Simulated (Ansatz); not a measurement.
Stationary points along a deformation path in W

Method: Ansatz, DFT r2SCAN, scalar-relativistic, plane waves, PAW. Cutoff 500 eV, Γ-centred 22×22×22 k-points, Gaussian smearing of 0.15 eV. Spin–orbit coupling is left out, which can shift energies with elements as heavy as these. No spin polarisation. Energies are free energies at this smearing, counted from the undisturbed cell; pressure is positive in compression.

The undisturbed cell (as given, not relaxed at this level; it stands at -9.0 GPa; this fcc form isn't the usual structure):

```
CELL_PARAMETERS angstrom
0.00000 2.03000 2.03000
2.03000 0.00000 2.03000
2.03000 2.03000 0.00000
ATOMIC_POSITIONS crystal
W 0.00000 0.00000 0.00000
```

At fixed volume and fractional coordinates, lengths along (0.000, 0.000, 1.000) are scaled against those across it; ρ is that ratio over its starting value. V = 16.731 Å³/atom. Δσ is the stress along the axis less the mean stress across it (compression positive).

```
    ρ  ΔE (meV/atom)  Δσ (GPa) space group
0.650         -452.7     26.72       I4/mmm
0.707         -529.7      0.05        Im-3m
0.780         -437.0    -25.20       I4/mmm
0.850         -258.4    -32.30       I4/mmm
0.920          -88.8    -26.76       I4/mmm
0.960          -23.7    -15.85       I4/mmm
1.000            0.0      0.00        Fm-3m
1.050          -28.4     14.48       I4/mmm
1.100          -79.1     15.69       I4/mmm
1.200         -142.8      2.76       I4/mmm
1.300         -101.3    -20.06       I4/mmm
1.414          107.8    -51.40       I4/mmm
1.500          367.2    -74.56       I4/mmm
```

Question: How does the stress give the slope of the energy, and where is the energy stationary?

Answer: Along the path d ln(length) is 2/3 d ln ρ on the axis and −1/3 d ln ρ across it, so dE/d ln ρ = −(2/3) V Δσ: the energy falls with ρ where Δσ is positive. Δσ vanishes or changes sign at ρ = 0.707 (Im-3m), a minimum at -529.7 meV/atom; at ρ = 1.000 (Fm-3m), a maximum at 0.0 meV/atom; between ρ = 1.200 and 1.300, a minimum (near 1.21 by linear interpolation). Pairs of stationary points between two samples would go unseen, and could change a minimum read from distant neighbours into a maximum. At ρ = 0.707, 1.000 the cell is cubic, where symmetry alone makes the stress isotropic and the slope zero.

Question: Which shear constant sets the curvature at ρ = 1?

Answer: For a cubic crystal E/V = (2/3) C (ln ρ)² with C = C′ = (C11 − C12)/2, so Δσ = −2C ln ρ. The parabola of Δσ against ln ρ through ρ = 0.960, 1 and 1.050 gives C ≈ -173 GPa with the ions clamped, rough because the steps are large. It is the stress–strain coefficient at this cell's pressure of -9.0 GPa, not the zero-pressure constant. It is negative, so the cubic cell is unstable to this shear.

Question: Integrate that slope from ρ = 1 to 1.200 by the trapezoid rule.

Answer: With V/N in Å³ and 1 eV/Å³ = 160.2 GPa the slopes at ρ = 1.000, 1.050, 1.100, 1.200 are 0, -1008, -1092, -192 meV/atom per unit of ln ρ. The steps add (-24.6) + (-48.8) + (-55.9) = -129.3 meV/atom, against -142.8 from the energies; the trapezoid rule misses the curvature of the slope within each step.

Question: Is the start the lowest point of the path?

Answer: No: ρ = 0.707 lies 529.7 meV/atom lower, with no sampled rise above the start on the way. Volume and inner coordinates are held, so a relaxed structure there would lie lower still.

In a metal these slopes depend on the k mesh and the smearing.